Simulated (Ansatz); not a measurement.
The elements of this relaxed trial crystal are hidden behind letters.

```
lattice vectors (Å)
   3.3077    1.9097    4.4290
  -3.3077    1.9097    4.4290
   0.0000   -3.8194    4.4290
fractional positions
X 0.5000 0.5000 0.5000
Z 0.5000 0.5000 0.0000
Z 0.0000 0.5000 0.5000
Z 0.5000 0.0000 0.5000
Z 0.0000 0.0000 0.0000
```

Level of theory: DFT PBE, scalar-relativistic, plane waves, PAW (Ansatz). The final run on the 5-atom cell used 420 eV, a Γ-centred 6×6×6 mesh, 0.10 eV smearing and no spin polarisation.

* Space group: R-3m (No. 166)
* Conventional cell: a = 6.615 Å, c = 13.287 Å
* Volume per atom: 33.57 Å³
* Density: 5.29 g/cm³
* Energy over the elements: −0.02 eV/atom
* Gap on the 6×6×6 mesh of the 5-atom cell: 0 eV (a metal)

Energies are uncorrected and count from the elements' standard states at the same level.

Q: X is an s-block element of period 3 and Z is a p-block element of period 5. Which elements are they?

A: X = Mg, Z = Te, so the formula is MgTe4. Density times volume gives a mean mass of 5.29 × 33.57/1.6605 = 106.9 u per atom, and this set has 106.9 u. Among the elements that the hints allow, noble gases aside, only these give it. Mg has 6 Te at 2.92 Å; around Te on a site of symmetry 2/m lie 2 Mg at 2.92 Å and 6 Te at 3.31 Å; around Te on a site of symmetry -3m lie 6 Te at 3.31 Å.

These runs have no spin–orbit coupling, which can matter for Te. A structure relaxed within its symmetry needn't be a true minimum. Another cell of MgTe4 relaxed alike, in I4/m, lies 84 meV/atom lower, so this cell isn't the stable form at this level.
